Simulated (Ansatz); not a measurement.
**SnPb3Se4: phonons across the zone**

These are results of DFT PBE, scalar-relativistic, plane waves, PAW in Ansatz, not measurements. Cutoff 420 eV, 6×6×8 k-points (Γ-centred), Fermi-Dirac smearing of 0.15 eV. No spin polarisation. Phonons by linear response, acoustic sum rule imposed.

Equilibrium structure at this level:
```
CELL_PARAMETERS angstrom
4.37058 -6.18013 0.00000
4.37058 6.18013 0.00000
0.00000 0.00000 4.36905
ATOMIC_POSITIONS crystal
Sn 0.00000 0.00000 0.00000
Pb 0.00000 0.50000 0.50000
Pb 0.50000 0.00000 0.50000
Pb 0.50000 0.50000 0.00000
Se 0.75273 0.24727 0.00000
Se 0.75531 0.75531 0.50000
Se 0.24469 0.24469 0.50000
Se 0.24727 0.75273 0.00000
```

It was reached by relaxing an invented guess, and it needn't be the stable form of this composition. In a metal, frequencies and elastic constants depend on the k mesh and the smearing, soft modes and shear constants most. Spin–orbit coupling is left out, which matters for heavy elements. The q mesh is coarse, so values between its points are rough. A semilocal functional can close a gap that the real compound has.

Force constants from linear response on a 1×1×2 q mesh.

Task: Is the structure dynamically stable on this mesh?

Result: No: at q = (0.000, 0.000, 0.000) a mode is imaginary, 24i cm⁻¹.

Task: Give the frequencies (cm⁻¹; i marks imaginary ones) at the irreducible q points, in fractions of the reciprocal vectors.

Result:
| q | star | frequencies |
| --- | --- | --- |
| 0.000 0.000 0.000 | 1 | 24i 22i 17i 0 0 0 34 34 46 52 53 54 54 67 69 81 103 107 110 110 120 121 130 142 |
| 0.000 0.000 -0.500 | 1 | 35 36 39 40 43 43 46 49 55 64 66 69 75 82 83 85 85 96 106 111 117 125 125 136 |
